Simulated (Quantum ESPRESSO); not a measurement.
## Convergence of NMR parameters in Si

```xyz
2
Lattice="0.0000 2.7218 2.7218 2.7218 0.0000 2.7218 2.7218 2.7218 0.0000" Properties=species:S:1:pos:R:3 pbc="T T T"
Si     1.3609     1.3609     1.3609
Si     0.0000     0.0000     0.0000
```
Geometry: a computed entry of the Materials Project; it was not checked against measured cells. It is Si in Fd-3m. Stability against distortions was not tested.

Method: σ by PBE GIPAW on JTH datasets (Quantum ESPRESSO, modified build). The cutoff rises from row to row, with the meshes as listed. Costs are rough, from a shared machine. These are absolute shieldings with no macroscopic susceptibility term; δ = σ_ref − σ needs a reference computed alike. The datasets of Si hold no d projectors, which limits absolute σ on these atoms. With so small a Kohn–Sham gap, σ hangs strongly on the functional and the mesh. The structure is static (0 K, no zero-point motion).

```json
[
 {"setting": "A", "cutoff (Ha)": "8", "k-mesh": "4×4×4 through Γ"},
 {"setting": "B", "cutoff (Ha)": "10", "k-mesh": "6×6×6 shifted"},
 {"setting": "C", "cutoff (Ha)": "20", "k-mesh": "8×8×8 shifted"},
 {"setting": "D", "cutoff (Ha)": "30", "k-mesh": "11×11×11 shifted"}
]
```

Problem. From which setting on does σ_iso Si (ppm) stay within 2 of the tightest run?

Solution. From C on. Differences from the tightest run: A -445.0, B -7.8, C -0.9.

```tsv
setting	cutoff (Ha)	k-mesh	σ_iso Si (ppm)	f-sum rule missed by (%)	rough cost ratio
A	8	4×4×4 through Γ	-36.5	30	about 1
B	10	6×6×6 shifted	400.8	0.21	4
C	20	8×8×8 shifted	407.7	0.01	20
D	30	11×11×11 shifted	408.5	0.00	100
```
